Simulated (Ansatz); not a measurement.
# Li$_{3}$Ga$_{2}$: pressure against volume

Li$_{3}$Ga$_{2}$, R-3m, a = 4.327 Å, c = 13.774 Å. The structure is a COD entry; whether it is the stable form wasn't checked. Ansatz: r2SCAN, PAW, 500 eV, Γ-centred 12×12×12 mesh on 5 atoms, Gaussian smearing 0.10 eV; no spin polarisation. Shape and atoms are relaxed at each volume; pressure is positive in compression.

| V (Å³/atom) | P (GPa) |
| --- | --- |
| 13.102 | ? |
| 13.548 | 4.79 |
| 13.995 | 2.94 |
| 14.441 | 1.36 |
| 14.888 | -0.01 |
| 15.335 | -1.18 |
| 15.781 | -2.17 |
| 16.377 | -3.27 |

**Question.** Take V0 = 14.888 Å³/atom, count pressures from its P0 = -0.01 GPa, fit the third-order Birch–Murnaghan form to the other rows, and predict the missing pressure.

**Answer.** With the Eulerian strain f = ½[(V0/V)^(2/3) − 1] and y = (P − P0)/[3f(1 + 2f)^(5/2)], the form is the line y = B0 + 1.5 B0 (B0′ − 4) f. Rows (f, y): 0.03245, 42.1; 0.02105, 42.1; 0.01027, 42.3; -0.00976, 42.0; -0.01904, 41.7; -0.03079, 41.4. Means f = 0.0006967, y = 41.933; Σ(Δf)² = 0.003004, ΣΔfΔy = 0.03290; the slope is their ratio. y = 41.93 + 10.95 f GPa, so B0 = 41.9 GPa and B0′ = 4 + 2 × (10.95)/(3 × 41.93) = 4.17. At V = 13.102, f = 0.04446, y = 42.42 and P = 6.99 GPa. The run gave 6.94 GPa, so the fit is 0.05 GPa too high, a small miss on the scale of the series.